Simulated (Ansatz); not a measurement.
Given:

TiC:
```
CELL_PARAMETERS angstrom
      3.60487     0.00000     0.00000
     -1.80244     3.12191     0.00000
      0.00000     0.00000     4.28511
ATOMIC_POSITIONS crystal
  Ti 0.33333 0.66667 0.25000
  Ti 0.66667 0.33333 0.75000
  C  0.33333 0.66667 0.75000
  C  0.66667 0.33333 0.25000
```

This is the r²SCAN-relaxed structure. x, y and z are the axes in which the lattice vectors are written.

Q: All from DFT-r²SCAN in the program Ansatz with PAW potentials, unless another level is named. Give the Debye temperature from the elastic constants.

A: 667 K.

Q: And the elastic constants (relaxed ions, GPa)?

A: C11 = 271, C12 = 208, C13 = 96.5, C33 = 524, C44 = 156.

Space group P6_3/mmc. The start of the workflow was typed in or built on a structure type; neither database checked (COD, Materials Project) lists it. It is not the phase usual at ambient conditions (space group No. 225). The cell was relaxed with r²SCAN under the symmetry of its start; whether a distortion lowers the energy is not shown. No spin polarisation was allowed. The volume moved by -16 % from the start of the relaxation. As this level gives no gap, shear constants depend on the k-mesh and smearing (Fermi–Dirac, 0.1 eV here).

Potentials: the later of the program's two PAW sets.
